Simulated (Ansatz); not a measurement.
Cells of B relaxed with r2SCAN (plane waves to 500 eV, PAW, scalar-relativistic; Ansatz, a first-principles code), each with a space-group label. One label is wrong.

**A**, labelled R-3m (No. 166)
```yaml
crystal:
  lattice:
    - [1.88867, 0.00000, 0.00000]
    - [0.00000, 1.88867, 0.00000]
    - [0.00000, 0.00000, 1.87908]
  atoms:
    - { symbol: B, position: [0.00000, 0.00000, 0.00000] }
```

**B**, labelled Cmmm (No. 65)
```yaml
crystal:
  lattice:
    - [1.64637, -2.82423, 0.00000]
    - [1.64637, 2.82423, 0.00000]
    - [0.00000, 0.00000, 3.39609]
  atoms:
    - { symbol: B, position: [0.50000, 0.50000, 0.25456] }
    - { symbol: B, position: [0.00000, 0.50000, 0.00000] }
    - { symbol: B, position: [0.50000, 0.00000, 0.00000] }
    - { symbol: B, position: [0.50000, 0.50000, 0.74544] }
```

**C**, labelled C2/m (No. 12)
```yaml
crystal:
  lattice:
    - [1.85326, 0.00000, 0.00000]
    - [-0.22452, 2.82714, 0.00000]
    - [-0.81248, -1.41271, 2.55883]
  atoms:
    - { symbol: B, position: [0.83078, 0.83079, 0.16190] }
    - { symbol: B, position: [0.16922, 0.16921, 0.83810] }
```

**Question.** Which label is wrong, and what should it be (tolerance 0.01 Å)?

**Answer.** A: its symmetry is Pm-3m (No. 221), cP1, simple cubic type; a = 1.8855 Å, b = 1.8855 Å, c = 1.8855 Å, α = 90.00°, β = 90.00°, γ = 90.00°.

Each run could gain symmetry but not lose that of its start, so entries can be saddle points. All of these are generated cells (placed on structure types, drawn at random, substituted or restacked) that were not matched to a known phase here.

No spin polarisation in the result.
